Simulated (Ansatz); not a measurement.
# MgB2

Level of theory: DFT, r²SCAN, scalar-relativistic, no spin polarisation; plane waves to 500 eV with PAW datasets (Ansatz 0.2.0), Γ-centred 12×12×10 mesh, 0.05 eV Gaussian smearing. The datasets are Ansatz's generated set soft_2.

```
Mg B
1.0
     3.07215    0.00000    0.00000
    -1.53607    2.66056    0.00000
     0.00000    0.00000    3.49936
Mg B
1 2
Direct
  0.00000 0.00000 0.00000
  0.33333 0.66667 0.50000
  0.66667 0.33333 0.50000
```

The chain of runs began from a cell as deposited in COD, expanded in volume.

The run above is the reference. The same cell was run again with other input settings; several of them aren't fit for production, so the rows show the settings' effect and aren't properties of the material.

| keys changed | outcome | ΔE (meV/atom) | P (GPa) | gap on the mesh (eV) | cell moment (μB) | largest force component (eV/Å) | SCF iterations | rough core-seconds | new warnings |
| --- | --- | --- | --- | --- | --- | --- | --- | --- | --- |
| none (reference) | converged | 0.0 | 0.0 | metal | – | 0.000 | – | – | – |
| scf.initial_density.chi_scale: 0.3; kpoints.mp_grid.grid: [12, 12, 10] → [6, 6, 5] | converged | 6.4 | 0.2 | metal | – | 0.000 | 7 | 1 | – |
| scf.initial_density.chi_scale: 0.3; hamiltonian.xc: "r2scan" → "pbe"; scf.lower_state_search: "full" | converged | – | 1.1 | metal | – | 0.000 | 9 | 30 | – |
| basis.ecutwfc: 500 → "51.4 Ry" | converged | -0.8 | 0.0 | metal | – | 0.000 | 6 | 3 | – |
| scf.algorithm: "direct_min" | converged | 0.0 | 0.0 | metal | – | 0.000 | 5 | 6 | – |
| scf.mixing.preconditioner: "local_kerker" | converged | 0.0 | 0.0 | metal | – | 0.000 | 6 | 1.9 | – |

These changes also left energy (to 0.1 meV/atom), pressure, gap, moment and forces as in the reference: scf.eigensolver.kind: "davidson"; basis.precision: "f64" | scf.initial_density.chi_scale: 0.0; scf.mixing.algorithm: "broyden"; scf.mixing.beta: 0.5 | scf.mixing.preconditioner: "ldos".

ΔE is the energy with the smearing extrapolated to zero. It is left out where the change alters the Hamiltonian or the spin treatment. The varied runs start from atomic densities (corrected by the program's trained start where that serves), with the default search for lower states unless a row changes it.

(1) What happens with these changes: scf.convergence.dr2_threshold: 1e-05; basis.ecutwfc: 500 → "550 eV"; hamiltonian.xc: "r2scan" → "lda"?

Answer:

(1) outcome converged, P (GPa) -5.6, gap on the mesh (eV) metal, largest force component (eV/Å) 0.000, SCF iterations 6, rough core-seconds 1.1, new warnings force scf threshold loose; stress scf threshold loose.

Changing scf.algorithm only steers the path to self-consistency, so the energy stays within 0.5 meV/atom.

Changing scf.mixing.preconditioner only steers the path to self-consistency, so the energy stays within 0.5 meV/atom.

At this volume the pressure is -0.03 GPa.
